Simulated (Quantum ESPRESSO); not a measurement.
## Calculated data, C (made-up cell, one site empty), AlSi₂PC₄ (made-up cell)

Calculation on a made-up crystal cell, not a measurement: periodic Kohn-Sham density functional theory in plane waves with PseudoDojo standard norm-conserving scalar-relativistic pseudopotentials, each functional with its own files (v0.5 for PBE, v0.4.1 for LDA and PBEsol), no spin polarisation, no spin-orbit coupling, atoms not relaxed, stress positive in tension, energies less a fixed whole-eV offset for each atom's element; levels are Kohn-Sham levels at fractions of this cell's reciprocal vectors, counted from the reference band (half the neutral cell's valence electrons, rounded up) at Gamma; error bars cover cutoff and k-mesh only, not smearing or the files; each bar is the largest change over components, and at least 0.002 eV, 0.002 eV per angstrom or 0.02 GPa; added strain carries the atoms with the cell, and shear is the tensor component; energies are for the whole cell, and the offsets were chosen from early runs and are not element reference energies. Program: Quantum ESPRESSO 7.5.

Settings shared by all entries: lattice type zincblende/diamond; functional pbe; cutoff 1116 eV; scf tolerance 1e-07 eV; electrons removed 0.

(1) C (made-up cell, one site empty)

Unstrained structure:
```cif
# cell vector a (Å): 3.5572 0.0000 0.0000
# cell vector b (Å): 0.0000 3.5572 0.0000
# cell vector c (Å): 0.0000 0.0000 3.5572
data_C
_symmetry_space_group_name_H-M 'P 1'
_symmetry_Int_Tables_number 1
_cell_length_a 3.5572
_cell_length_b 3.5572
_cell_length_c 3.5572
_cell_angle_alpha 90.000
_cell_angle_beta 90.000
_cell_angle_gamma 90.000
_cell_volume 45.01
loop_
_atom_site_label
_atom_site_type_symbol
_atom_site_fract_x
_atom_site_fract_y
_atom_site_fract_z
_atom_site_occupancy
C1 C 0.98620 0.49404 0.50942 1
C2 C 0.47897 0.98600 0.49764 1
C3 C 0.50897 0.49963 0.01467 1
C4 C 0.24834 0.24888 0.25290 1
C5 C 0.27387 0.75329 0.76763 1
C6 C 0.74390 0.25340 0.75261 1
C7 C 0.76487 0.73929 0.25964 1
```

* empty site: 1
* fermi dirac smearing: 0.1 eV
* added strain kind: shear xy
* added strain: -0.0078
* k mesh: 7 x 7 x 7, shifted by half a step
* structure shown: before the added strain of -0.0078
* free energy less offsets: 0.7738 eV
* scf iterations: 11
* smearing term minus ts: -0.05378 eV
* pressure: -4.119 GPa
* stress xx: 3.084 GPa
* stress yy: 2.854 GPa
* stress zz: 6.421 GPa
* stress yz: 7.687 GPa
* stress xz: 1.654 GPa
* stress xy: -4.018 GPa
* fermi level: -1.781 eV
* reference band: 14
* error bar energy: 0.004795 eV
* error bar stress: 0.2414 GPa
* error bar force: 0.01468 eV/Å
* error bar next band up: 0.002 eV
* error bar fermi level: 0.006151 eV
* error bars from: tighter rerun of a related cell

Atoms:
```csv
atoms element,atom site,atom energy offset (eV)
C,2,-163
C,3,-163
C,4,-163
C,5,-163
C,6,-163
C,7,-163
C,8,-163
```

Forces:
```csv
site,x (eV/Å),y (eV/Å),z (eV/Å)
2,2.841,0.0647,0.3861
3,2.974,1.865,0.6945
4,-0.2186,-0.4333,-1.021
5,0.9307,0.7677,2.042
6,-1.426,-3.002,-2.108
7,-2.019,0.8677,-1.381
8,-3.082,-0.1295,1.387
```

Levels:
```csv
level k point,next band up (eV)
Gamma,0.2644
"(1/2,1/2,1/2)",-0.3198
"(0.15,0,0)",-0.2352
"(0,0.15,0)",-0.1992
"(0,0,0.15)",-0.2359
```

(2) C (made-up cell, one site empty)

Structure as in entry 1.

- empty site: 1
- fermi dirac smearing: 0.1 eV
- added strain kind: shear xy
- added strain: -0.0042
- k mesh: 7 x 7 x 7, shifted by half a step
- structure shown: before the added strain of -0.0042
- free energy less offsets: 0.7685 eV
- scf iterations: 10
- smearing term minus ts: -0.05417 eV
- pressure: -4.137 GPa
- stress xx: 3.095 GPa
- stress yy: 2.928 GPa
- stress zz: 6.389 GPa
- stress yz: 7.653 GPa
- stress xz: 1.363 GPa
- stress xy: -1.449 GPa
- fermi level: -1.778 eV
- reference band: 14
- error bar energy: 0.004795 eV
- error bar stress: 0.2414 GPa
- error bar force: 0.01468 eV/Å
- error bar next band up: 0.002 eV
- error bar fermi level: 0.006151 eV
- error bars from: tighter rerun of a related cell

Atoms:
```csv
atoms element,atom site,atom energy offset (eV)
C,2,-163
C,3,-163
C,4,-163
C,5,-163
C,6,-163
C,7,-163
C,8,-163
```

Forces:
```csv
site,x (eV/Å),y (eV/Å),z (eV/Å)
2,2.832,0.01579,0.3788
3,2.96,1.823,0.6842
4,-0.2141,-0.4435,-0.8977
5,0.9905,0.8412,2.019
6,-1.446,-2.906,-2.134
7,-1.945,0.8377,-1.402
8,-3.179,-0.1675,1.351
```

Levels:
```csv
level k point,next band up (eV)
Gamma,0.2756
"(1/2,1/2,1/2)",-0.2963
"(0.15,0,0)",-0.2207
"(0,0.15,0)",-0.1905
"(0,0,0.15)",-0.2149
```

(3) C (made-up cell, one site empty)

Structure as in entry 1.

- empty site: 1
- fermi dirac smearing: 0.1 eV
- added strain kind: shear xy
- added strain: 0.0153
- k mesh: 7 x 7 x 7, shifted by half a step
- structure shown: before the added strain of 0.0153
- free energy less offsets: 0.8284 eV
- scf iterations: 10
- smearing term minus ts: -0.05202 eV
- pressure: -3.54 GPa
- stress xx: 2.221 GPa
- stress yy: 2.385 GPa
- stress zz: 6.013 GPa
- stress yz: 7.422 GPa
- stress xz: -0.2298 GPa
- stress xy: 12.49 GPa
- fermi level: -1.728 eV
- reference band: 14
- error bar energy: 0.004795 eV
- error bar stress: 0.2414 GPa
- error bar force: 0.01468 eV/Å
- error bar next band up: 0.002 eV
- error bar fermi level: 0.006151 eV
- error bars from: tighter rerun of a related cell

Atoms:
```csv
atoms element,atom site,atom energy offset (eV)
C,2,-163
C,3,-163
C,4,-163
C,5,-163
C,6,-163
C,7,-163
C,8,-163
```

Forces:
```csv
site,x (eV/Å),y (eV/Å),z (eV/Å)
2,2.786,-0.2452,0.3401
3,2.882,1.589,0.629
4,-0.1893,-0.5048,-0.2356
5,1.279,1.209,1.881
6,-1.585,-2.353,-2.271
7,-1.515,0.6458,-1.503
8,-3.658,-0.3404,1.16
```

Levels:
```csv
level k point,next band up (eV)
Gamma,0.3661
"(1/2,1/2,1/2)",-0.1249
"(0.15,0,0)",-0.1093
"(0,0.15,0)",-0.129
"(0,0,0.15)",-0.08686
```

(4) C (made-up cell, one site empty)

Structure as in entry 1.

- empty site: 1
- fermi dirac smearing: 0.1 eV
- added strain kind: shear xy
- added strain: 0.0184
- k mesh: 7 x 7 x 7, shifted by half a step
- structure shown: before the added strain of 0.0184
- free energy less offsets: 0.8521 eV
- scf iterations: 11
- smearing term minus ts: -0.05121 eV
- pressure: -3.338 GPa
- stress xx: 1.946 GPa
- stress yy: 2.157 GPa
- stress zz: 5.91 GPa
- stress yz: 7.379 GPa
- stress xz: -0.4853 GPa
- stress xy: 14.76 GPa
- fermi level: -1.715 eV
- reference band: 14
- error bar energy: 0.004795 eV
- error bar stress: 0.2414 GPa
- error bar force: 0.01468 eV/Å
- error bar next band up: 0.002 eV
- error bar fermi level: 0.006151 eV
- error bars from: tighter rerun of this cell

Atoms:
```csv
atoms element,atom site,atom energy offset (eV)
C,2,-163
C,3,-163
C,4,-163
C,5,-163
C,6,-163
C,7,-163
C,8,-163
```

Forces:
```csv
site,x (eV/Å),y (eV/Å),z (eV/Å)
2,2.783,-0.2905,0.3352
3,2.865,1.557,0.6198
4,-0.1843,-0.5142,-0.1327
5,1.319,1.26,1.86
6,-1.611,-2.26,-2.292
7,-1.441,0.6113,-1.517
8,-3.73,-0.3637,1.127
```

Levels:
```csv
level k point,next band up (eV)
Gamma,0.3802
"(1/2,1/2,1/2)",-0.1077
"(0.15,0,0)",-0.09059
"(0,0.15,0)",-0.1196
"(0,0,0.15)",-0.07583
```

(5) AlSi₂PC₄ (made-up cell)

Unstrained structure:
```cif
# cell vector a (Å): 4.4099 -0.0035 0.0343
# cell vector b (Å): -0.0035 4.5016 0.0598
# cell vector c (Å): 0.0343 0.0598 4.4537
data_AlSi2PC4
_symmetry_space_group_name_H-M 'P 1'
_symmetry_Int_Tables_number 1
_cell_length_a 4.4100
_cell_length_b 4.5020
_cell_length_c 4.4542
_cell_angle_alpha 88.470
_cell_angle_beta 89.114
_cell_angle_gamma 90.084
_cell_volume 88.39
loop_
_atom_site_label
_atom_site_type_symbol
_atom_site_fract_x
_atom_site_fract_y
_atom_site_fract_z
_atom_site_occupancy
Si1 Si 0.99763 0.99148 0.00395 1
Al1 Al 0.00756 0.49528 0.50958 1
P1 P 0.49200 0.99964 0.50563 1
Si2 Si 0.50242 0.48869 0.00257 1
C1 C 0.25086 0.24875 0.24459 1
C2 C 0.24704 0.74842 0.74362 1
C3 C 0.75336 0.25073 0.75332 1
C4 C 0.74715 0.75147 0.25609 1
```

* fermi dirac smearing: 0.025 eV
* added strain kind: zz
* added strain: -0.0245
* k mesh: 4 x 4 x 4, shifted by half a step
* structure shown: before the added strain of -0.0245
* free energy less offsets: -2.281 eV
* scf iterations: 12
* smearing term minus ts: 0 eV
* pressure: -1.39 GPa
* stress xx: -0.001269 GPa
* stress yy: 5.19 GPa
* stress zz: -1.021 GPa
* stress yz: 5.653 GPa
* stress xz: 5.264 GPa
* stress xy: -2.743 GPa
* error bar energy: 0.006546 eV
* error bar stress: 0.06074 GPa
* error bar force: 0.002 eV/Å
* error bars from: tighter rerun of this cell

Atoms:
```csv
atoms element,atom site,atom energy offset (eV)
Si,1,-115
Al,2,-64
P,3,-189
Si,4,-115
C,5,-163
C,6,-163
C,7,-163
C,8,-163
```

Forces:
```csv
site,x (eV/Å),y (eV/Å),z (eV/Å)
1,0.1209,0.4662,-0.1822
2,-0.421,0.3621,-1.342
3,0.7622,-0.1104,-0.5984
4,0.2953,1.289,-0.1841
5,0.811,-2.014,0.3588
6,1.87,1.576,1.496
7,-1.917,-2.254,0.6202
8,-1.522,0.6849,-0.1686
```

(6) AlSi₂PC₄ (made-up cell)

Structure as in entry 5.

- fermi dirac smearing: 0.025 eV
- added strain kind: zz
- added strain: -0.0218
- k mesh: 4 x 4 x 4, shifted by half a step
- structure shown: before the added strain of -0.0218
- free energy less offsets: -2.282 eV
- scf iterations: 12
- smearing term minus ts: 0 eV
- pressure: -1.898 GPa
- stress xx: 0.3462 GPa
- stress yy: 5.475 GPa
- stress zz: -0.1283 GPa
- stress yz: 5.607 GPa
- stress xz: 5.199 GPa
- stress xy: -2.709 GPa
- error bar energy: 0.006546 eV
- error bar stress: 0.06074 GPa
- error bar force: 0.002 eV/Å
- error bars from: tighter rerun of a related cell

Atoms:
```csv
atoms element,atom site,atom energy offset (eV)
Si,1,-115
Al,2,-64
P,3,-189
Si,4,-115
C,5,-163
C,6,-163
C,7,-163
C,8,-163
```

Forces:
```csv
site,x (eV/Å),y (eV/Å),z (eV/Å)
1,0.1182,0.4616,-0.1798
2,-0.4209,0.3584,-1.341
3,0.7566,-0.1118,-0.5987
4,0.2903,1.278,-0.1808
5,0.8022,-1.994,0.3554
6,1.855,1.564,1.496
7,-1.899,-2.233,0.623
8,-1.502,0.6764,-0.1747
```

(7) AlSi₂PC₄ (made-up cell)

Structure as in entry 5.

- fermi dirac smearing: 0.025 eV
- added strain kind: zz
- added strain: -0.0096
- k mesh: 4 x 4 x 4, shifted by half a step
- structure shown: before the added strain of -0.0096
- free energy less offsets: -2.27 eV
- scf iterations: 12
- smearing term minus ts: 0 eV
- pressure: -4.123 GPa
- stress xx: 1.821 GPa
- stress yy: 6.675 GPa
- stress zz: 3.874 GPa
- stress yz: 5.395 GPa
- stress xz: 4.908 GPa
- stress xy: -2.556 GPa
- error bar energy: 0.006546 eV
- error bar stress: 0.06074 GPa
- error bar force: 0.002 eV/Å
- error bars from: tighter rerun of a related cell

Atoms:
```csv
atoms element,atom site,atom energy offset (eV)
Si,1,-115
Al,2,-64
P,3,-189
Si,4,-115
C,5,-163
C,6,-163
C,7,-163
C,8,-163
```

Forces:
```csv
site,x (eV/Å),y (eV/Å),z (eV/Å)
1,0.1051,0.4432,-0.1715
2,-0.4185,0.3455,-1.331
3,0.7311,-0.1191,-0.5961
4,0.2703,1.23,-0.172
5,0.7624,-1.905,0.3413
6,1.785,1.507,1.487
7,-1.818,-2.141,0.6412
8,-1.417,0.6383,-0.1992
```

(8) AlSi₂PC₄ (made-up cell)

Structure as in entry 5.

* fermi dirac smearing: 0.025 eV
* added strain kind: zz
* added strain: 0.0022
* k mesh: 4 x 4 x 4, shifted by half a step
* structure shown: before the added strain of 0.0022

Atoms:
```csv
atoms element,atom site,atom energy offset (eV)
Si,1,-115
Al,2,-64
P,3,-189
Si,4,-115
C,5,-163
C,6,-163
C,7,-163
C,8,-163
```

(9) AlSi₂PC₄ (made-up cell)

Structure as in entry 5.

- fermi dirac smearing: 0.025 eV
- added strain kind: zz
- added strain: 0.0144
- k mesh: 4 x 4 x 4, shifted by half a step
- structure shown: before the added strain of 0.0144

Atoms:
```csv
atoms element,atom site,atom energy offset (eV)
Si,1,-115
Al,2,-64
P,3,-189
Si,4,-115
C,5,-163
C,6,-163
C,7,-163
C,8,-163
```

(10) AlSi₂PC₄ (made-up cell)

Structure as in entry 5.

- fermi dirac smearing: 0.025 eV
- added strain kind: zz
- added strain: 0.0181
- k mesh: 4 x 4 x 4, shifted by half a step
- structure shown: before the added strain of 0.0181

Atoms:
```csv
atoms element,atom site,atom energy offset (eV)
Si,1,-115
Al,2,-64
P,3,-189
Si,4,-115
C,5,-163
C,6,-163
C,7,-163
C,8,-163
```

Questions
1. Estimate the stress yy of AlSi₂PC₄ (made-up cell) (entry 8).
2. Estimate the stress xx of AlSi₂PC₄ (made-up cell) (entry 8).
3. What stress zz does the calculation give for AlSi₂PC₄ (made-up cell) (entry 9)?
4. What stress xy does the calculation give for AlSi₂PC₄ (made-up cell) (entry 9)?
5. Estimate the stress yy of AlSi₂PC₄ (made-up cell) (entry 9).
6. Give the table of forces values for AlSi₂PC₄ (made-up cell) (entry 9).
7. Give the missing stress xx for AlSi₂PC₄ (made-up cell) (entry 10).
8. What stress yy does the calculation give for AlSi₂PC₄ (made-up cell) (entry 10)?

Calculated values
1. 7.699 GPa
2. 3.099 GPa
3. 11.57 GPa
4. -2.272 GPa
5. 8.623 GPa
6. 
Forces:
```csv
site,x (eV/Å),y (eV/Å),z (eV/Å)
1,0.08102,0.41,-0.1568
2,-0.4153,0.3214,-1.309
3,0.6831,-0.1333,-0.5889
4,0.2328,1.139,-0.1558
5,0.6838,-1.733,0.3113
6,1.65,1.396,1.466
7,-1.663,-1.963,0.6749
8,-1.253,0.5623,-0.2416
```
7. 4.601 GPa
8. 8.878 GPa

Further results for AlSi₂PC₄ (made-up cell) (entry 8):

- free energy less offsets: -2.232 eV
- scf iterations: 12
- smearing term minus ts: 0 eV
- pressure: -6.163 GPa
- stress zz: 7.692 GPa
- stress yz: 5.195 GPa
- stress xz: 4.635 GPa
- stress xy: -2.417 GPa
- error bar energy: 0.006546 eV
- error bar stress: 0.06074 GPa
- error bar force: 0.002 eV/Å
- error bars from: tighter rerun of a related cell

Forces:
```csv
site,x (eV/Å),y (eV/Å),z (eV/Å)
1,0.09302,0.4261,-0.1644
2,-0.4167,0.3329,-1.322
3,0.7072,-0.126,-0.5929
4,0.2517,1.185,-0.1646
5,0.7232,-1.819,0.3281
6,1.718,1.453,1.479
7,-1.742,-2.053,0.6585
8,-1.335,0.601,-0.2211
```

Further results for AlSi₂PC₄ (made-up cell) (entry 9):

- free energy less offsets: -2.168 eV
- scf iterations: 12
- smearing term minus ts: 0 eV
- pressure: -8.154 GPa
- stress xx: 4.273 GPa
- stress yz: 4.994 GPa
- stress xz: 4.363 GPa
- error bar energy: 0.006546 eV
- error bar stress: 0.06074 GPa
- error bar force: 0.002 eV/Å
- error bars from: tighter rerun of a related cell

Further results for AlSi₂PC₄ (made-up cell) (entry 10):

- free energy less offsets: -2.143 eV
- scf iterations: 12
- smearing term minus ts: 0 eV
- pressure: -8.737 GPa
- stress zz: 12.73 GPa
- stress yz: 4.932 GPa
- stress xz: 4.28 GPa
- stress xy: -2.228 GPa
- error bar energy: 0.006546 eV
- error bar stress: 0.06074 GPa
- error bar force: 0.002 eV/Å
- error bars from: tighter rerun of a related cell

Forces:
```csv
site,x (eV/Å),y (eV/Å),z (eV/Å)
1,0.07733,0.4048,-0.155
2,-0.4153,0.3172,-1.305
3,0.6759,-0.1354,-0.5869
4,0.2271,1.125,-0.1534
5,0.6717,-1.707,0.3064
6,1.63,1.38,1.463
7,-1.639,-1.935,0.6793
8,-1.228,0.5508,-0.2488
```
